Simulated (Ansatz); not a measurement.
Crystal: HgTe, zinc blende type, 2 atoms in the cell.

Level of theory: HSE06, plane waves, PAW datasets (generated soft set 1) (Ansatz 0.2.0 development build).

Cutoff 420 eV; exchange singularity: Wigner-Seitz; k-mesh 4×4×4 Γ-centred; Fermi–Dirac smearing of 0.1 eV; no spin polarisation; no spin–orbit coupling.

The fit to the energies gives V₀ = 35.714 Å³/atom (a₀ = 6.586 Å), B₀ = 39.3 GPa, B₀′ = 4.90.

Q: What pressure does the program print at V = 35.080 Å³/atom, and how far above the lowest computed point (V = 36.188 Å³/atom) does the energy lie?

A: 0.73 GPa and 0.66 meV/atom. All points:

```tsv
V (Å³/atom)	a (Å)	E − E(min) (meV/atom)	P (GPa)
33.972	6.4774	10.73	2.21
35.080	6.5471	0.66	0.73
36.188	6.6153	0.00	-0.51
37.295	6.6821	7.12	-1.53
38.403	6.7476	20.78	-2.39
```

The stress includes the program's correction for the finite plane-wave basis.

The k-mesh is coarse, so these values belong to this mesh and can lie far from the converged ones.
